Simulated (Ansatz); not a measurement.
Below is a relaxed structure of CaAs2. The cell was found from a structure generator's guess, not taken from experiment.

Method: Ansatz, DFT PBE, scalar-relativistic, plane waves, PAW. Cutoff 420 eV, Γ-centred mesh, Gaussian smearing, no spin polarisation.

```cif
data_structure
_symmetry_space_group_name_H-M 'P 1'
_symmetry_Int_Tables_number 1
_cell_length_a 3.1396
_cell_length_b 4.3316
_cell_length_c 5.5582
_cell_angle_alpha 90.000
_cell_angle_beta 90.000
_cell_angle_gamma 90.000
_cell_volume 75.59
loop_
_atom_site_label
_atom_site_type_symbol
_atom_site_fract_x
_atom_site_fract_y
_atom_site_fract_z
_atom_site_occupancy
Ca1 Ca 0.00000 0.50000 0.50000 1
As1 As 0.50000 0.00000 0.78111 1
As2 As 0.50000 0.00000 0.21889 1
```

Formation energies are uncorrected and refer to the elements' standard structures at the same level.

Question: What space group does it have?

Answer: Pmmm (No. 47). Conventional cell: a = 3.140 Å, b = 4.332 Å, c = 5.558 Å. Ca has 8 As at 3.10 Å and 2 Ca at 3.14 Å; As has 1 As at 2.43 Å and 4 Ca at 3.10 Å.

Question: How far does it lie from the elements in energy?

Answer: −0.50 eV/atom. A negative formation energy is needed for stability but isn't enough: competing phases decide.

Question: Is it a metal?

Answer: Yes, bands cross the Fermi level on the 16×10×8 mesh.

The last run used a 16×10×8 mesh (in the run's order of axes) for its 3-atom cell and Gaussian smearing of 0.10 eV. The reference form of As is held partly by dispersion forces, which this level lacks. Symmetry constrained the relaxation, so the result can be a saddle point.
